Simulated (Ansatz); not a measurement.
W2N in space group P4/mmm (No. 123; W on 1a, W on 1d, N on 1c) at seven volumes, DFT-PBE in the program Ansatz with PAW potentials, shape and atoms relaxed at each. One row is withheld.

| V (Å³/atom) | P (GPa) |
|---|---|
| 11.312 | 39.53 |
| 11.685 | 24.14 |
| 12.058 | ? |
| 12.431 | 0.00 |
| 12.804 | -9.40 |
| 13.177 | -17.37 |
| 13.550 | -24.12 |

Problem. Fit the shown pressures and predict the withheld one.

Solution. P = (3/2)B₀(x^(7/2) − x^(5/2))[1 + (3/4)(B′ − 4)(x − 1)] with x = (V₀/V)^(2/3). Least squares on the six rows gives V₀ = 12.431 Å³/atom, B₀ = 339 GPa, B′ = 4.47. At V = 12.058, x = 1.0205 and P = 11.06 GPa. The run itself gave 11.08 GPa.

A made-up cell: these elements were put on the sites of a structure type; neither database checked (COD, Materials Project) lists it. Whether it is the stable phase at ambient conditions was not checked. The PBE relaxation kept the symmetry of its start; whether a distortion lowers the energy is not shown. No spin polarisation was allowed. Spin–orbit coupling is left out wherever it is not named.

Potentials: the later of the program's two PAW sets.
